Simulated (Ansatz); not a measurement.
ZnGaNO:
```
ZnGaNO
1.0
    5.66490     0.00000     0.00000
    0.00000     6.51445     0.00000
    0.00000     0.00000     5.26233
Zn Ga O N
4 4 4 4
Direct
  0.07554   0.61434   0.01090
  0.92446   0.38566   0.51090
  0.57554   0.88566   0.01090
  0.42446   0.11434   0.51090
  0.08213   0.13440   0.99434
  0.91787   0.86560   0.49434
  0.58213   0.36560   0.99434
  0.41787   0.63440   0.49434
  0.07053   0.11406   0.36675
  0.92947   0.88594   0.86675
  0.57053   0.38594   0.36675
  0.42947   0.61406   0.86675
  0.09730   0.63286   0.38801
  0.90270   0.36714   0.88801
  0.59730   0.86714   0.38801
  0.40270   0.13286   0.88801
```

Relaxed with PBE. Special points in fractions of this cell's reciprocal vectors: Γ (0.000, 0.000, 0.000); X (0.500, 0.000, 0.000); S (0.500, 0.500, 0.000); Y (0.000, 0.500, 0.000); Z (0.000, 0.000, 0.500); U (0.500, 0.000, 0.500); R (0.500, 0.500, 0.500); T (0.000, 0.500, 0.500).

Question: List the band energies nearest the valence-band maximum at these points for PBE (plane waves, PAW; program Ansatz).

Answer: In eV from the valence-band maximum; about four levels below and three above (degenerate sets whole), none deeper than 8.9 eV; points with the same levels are listed once.

| k | below | above |
|---|---|---|
| Γ | -0.57 -0.07 -0.06 -0.01 | 1.13 4.33 5.15 |
| X | -0.29 -0.29 -0.05 -0.05 | 3.43 3.43 5.09 5.09 |
| S | -0.50 -0.50 -0.25 -0.25 | 4.32 4.32 4.63 4.63 |
| Y | -0.46 -0.46 -0.25 -0.25 | 3.33 3.33 6.03 6.03 |
| Z | -0.45 -0.45 -0.29 -0.29 | 3.76 3.76 4.53 4.53 |
| U | -0.60 -0.60 -0.60 -0.60 | 4.40 4.40 4.40 4.40 |
| R | -0.73 -0.73 -0.60 -0.60 | 4.91 4.91 4.97 4.97 |
| T | -0.67 -0.67 -0.37 -0.37 | 4.55 4.55 5.11 5.11 |

Space group Pna2_1. The start of the workflow was typed in or built on a structure type; neither database checked (COD, Materials Project) lists it. Its standing as an ambient phase is unchecked. Symmetry was held in the PBE relaxation; whether a distortion lowers the energy is not shown. Spin–orbit coupling is left out wherever it is not named.

Potentials: the earlier of the program's two PAW sets.
